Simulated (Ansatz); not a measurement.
K2NaAlH6:
```yaml
crystal:
  lattice:
    - [0.00000, 4.00424, 4.00424]
    - [4.00424, 0.00000, 4.00424]
    - [4.00424, 4.00424, 0.00000]
  atoms:
    - { symbol: K, position: [0.25000, 0.25000, 0.25000] }
    - { symbol: K, position: [0.75000, 0.75000, 0.75000] }
    - { symbol: Na, position: [0.50000, 0.50000, 0.50000] }
    - { symbol: Al, position: [0.00000, 0.00000, 0.00000] }
    - { symbol: H, position: [0.22099, 0.77901, 0.22099] }
    - { symbol: H, position: [0.77901, 0.22099, 0.77901] }
    - { symbol: H, position: [0.22099, 0.77901, 0.77901] }
    - { symbol: H, position: [0.77901, 0.22099, 0.22099] }
    - { symbol: H, position: [0.22099, 0.22099, 0.77901] }
    - { symbol: H, position: [0.77901, 0.77901, 0.22099] }
```

Tensor components refer to the Cartesian frame of this cell.

**Question.** Give the high-frequency dielectric tensor and the Born effective charge tensors of the independent atoms from DFPT, the program Ansatz at the PBEsol level (PAW).

**Answer.** 
ε∞:
```
3.36  0.00  0.00
0.00  3.36  0.00
0.00  0.00  3.36
```
Z* of atom 1 (K), rows: field, columns: displacement, in e:
```
1.05  0.00  0.00
0.00  1.05  0.00
0.00  0.00  1.05
```
Z* of atom 3 (Na), rows: field, columns: displacement, in e:
```
1.06  0.00  0.00
0.00  1.06  0.00
0.00  0.00  1.06
```
Z* of atom 4 (Al), rows: field, columns: displacement, in e:
```
1.99  0.00  0.00
0.00  1.99  0.00
0.00  0.00  1.99
```
Z* of atom 5 (H), rows: field, columns: displacement, in e:
```
-0.72   0.00   0.00
 0.00  -1.13   0.00
 0.00   0.00  -0.72
```

Static charges for comparison (Bader): K1 +0.77, Na3 +0.79, Al4 +2.24, H5 -0.76 e. Born charges measure polarisation by displacement and can exceed these by far.

Space group Fm-3m. The first step of the workflow began from a Materials Project structure, measured or hypothetical; the Crystallography Open Database copy checked does not list it. Its standing as an ambient phase is unchecked. Symmetry was held in the PBEsol relaxation; its stability against distortions is not shown here.

Potentials: the later of the program's two PAW sets.
